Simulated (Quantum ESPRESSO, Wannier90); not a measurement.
## CuI (wurtzite), plane waves to Wannier functions

Structure: Materials Project mp-569346, symmetrised, not relaxed again. COD (Crystallography Open Database) has the formula in 3 space groups, this one among them (matched by group alone). Level: LDA, no spin polarisation, no spin-orbit coupling; pw.x of Quantum ESPRESSO at 74 Ry with PseudoDojo potentials, 12×12×4 k-points, Wannier90. Density: 12×12×6 mesh, cold smearing 0.01 Ry. A non-magnetic state is assumed, with no Hubbard U; filled 3d bands tend to lie too high at this level. Spin-orbit coupling is left out although heavy elements are present.

```
begin unit_cell_cart
ang
    4.2436999974    0.0000000000    0.0000000000
   -2.1218499987    3.6751520038    0.0000000000
    0.0000000000    0.0000000000    6.9883600000
end unit_cell_cart
mp_grid = 12 12 4
```

Problem. Which shells of neighbouring k-points and which b-vectors and weights does Wannier90 pick for this cell and mesh?

Solution. 
```
 *---------------------------------- K-MESH ----------------------------------*
 +----------------------------------------------------------------------------+
 |                    Distance to Nearest-Neighbour Shells                    |
 |                    ------------------------------------                    |
 |          Shell             Distance (Ang^-1)          Multiplicity         |
 |          -----             -----------------          ------------         |
 |             1                   0.142470                      6            |
 |             2                   0.224773                      2            |
 |             3                   0.246765                      6            |
 |             4                   0.266122                     12            |
 |             5                   0.284940                      6            |
 |             6                   0.333790                     12            |
 |             7                   0.362924                     12            |
 |             8                   0.376940                     12            |
       ... (lines left out)
 +----------------------------------------------------------------------------+
 | The b-vectors are chosen automatically                                     |
 | The following shells are used:                       1,  2                 |
 +----------------------------------------------------------------------------+
 |                        Shell   # Nearest-Neighbours                        |
 |                        -----   --------------------                        |
 |                          1               6                                 |
 |                          2               2                                 |
 +----------------------------------------------------------------------------+
 | Completeness relation is fully satisfied [Eq. (B1), PRB 56, 12847 (1997)]  |
 +----------------------------------------------------------------------------+
 |                  b_k Vectors (Ang^-1) and Weights (Ang^2)                  |
 |                  ----------------------------------------                  |
 |            No.         b_k(x)      b_k(y)      b_k(z)        w_b           |
 |            ---        --------------------------------     --------        |
 |             1         0.000000    0.142470    0.000000    16.422229        |
 |             2         0.123383    0.071235    0.000000    16.422229        |
 |             3         0.000000   -0.142470    0.000000    16.422229        |
 |             4         0.123383   -0.071235    0.000000    16.422229        |
 |             5        -0.123383   -0.071235    0.000000    16.422229        |
 |             6        -0.123383    0.071235    0.000000    16.422229        |
 |             7         0.000000    0.000000    0.224773     9.896481        |
 |             8         0.000000    0.000000   -0.224773     9.896481        |
```
